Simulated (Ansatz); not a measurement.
Computed with DFT PBE, scalar-relativistic, plane waves, PAW (Ansatz). All cells share a 420 eV cutoff and Γ-centred k meshes spaced about 0.3 Å⁻¹ or finer (0.25 for metals, 2π included). These runs have no spin polarisation.

This relaxed Mg2Ti3O3 cell comes from a structure search over trial cells.

```yaml
crystal:
  lattice:
    - [6.53640, 0.00000, 0.00000]
    - [-3.26820, 5.66069, 0.00000]
    - [0.00000, 0.00000, 2.77843]
  atoms:
    - { symbol: Mg, position: [0.00000, 0.00000, 0.50000] }
    - { symbol: Mg, position: [0.66667, 0.33333, 0.00000] }
    - { symbol: Ti, position: [0.58960, 0.79480, 0.00000] }
    - { symbol: Ti, position: [0.20520, 0.79480, 0.00000] }
    - { symbol: Ti, position: [0.20520, 0.41040, 0.00000] }
    - { symbol: O, position: [0.99610, 0.49805, 0.50000] }
    - { symbol: O, position: [0.50195, 0.49805, 0.50000] }
    - { symbol: O, position: [0.50195, 0.00390, 0.50000] }
```

Wave vectors count in units of this cell's reciprocal vectors.

Question: Is this structure dynamically stable?

Answer: No. The phonons on a 1×1×4 q mesh of the computed 8-atom cell go imaginary, to 66i cm⁻¹ at q = (0.00, 0.00, -0.50). (Phonon run: 6×6×12 k mesh, Gaussian smearing of 0.10 eV.) With atoms moved at random and symmetry off, it falls by 367 meV/atom into P1 (No. 1). Conventional cell: a = 2.847 Å, b = 5.266 Å, c = 7.691 Å, α = 71.6°, β = 85.1°, γ = 76.5°. Mg on its first site is surrounded by 1 O at 2.10 Å, 4 Mg at 2.85–2.98 Å and 4 Ti at 2.89–3.09 Å; Mg on its second site is surrounded by 1 O at 2.11 Å, 4 Mg at 2.85–2.98 Å, 2 Ti at 3.03–3.15 Å and 3 O at 3.08–3.22 Å; around Ti on its first site lie 5 O at 2.10–2.18 Å, 6 Ti at 2.75–3.02 Å and 2 Mg at 2.94–3.09 Å; around O on its first site lie 5 Ti at 2.09–2.18 Å; 4 more sites not described.

```xyz
8
Lattice="2.8468 0.0000 0.0000 1.2320 5.1199 0.0000 0.6576 2.3346 7.2983" Properties=species:S:1:pos:R:3 pbc="T T T"
Mg    2.4168    4.6599    0.5671
Mg    2.1430    1.9881    1.8632
Ti    4.3382    6.7130    5.2211
Ti    1.4848    4.6719    3.3827
Ti    1.5476    4.0622    5.9985
O     2.9688    3.5748    4.5386
O     2.9622    5.5574    6.3394
O     2.9458    6.1953    3.7154
```

The cell is a metal run without spin; a magnetic state may lie lower. Phonons of metals hang on the k mesh and the smearing.
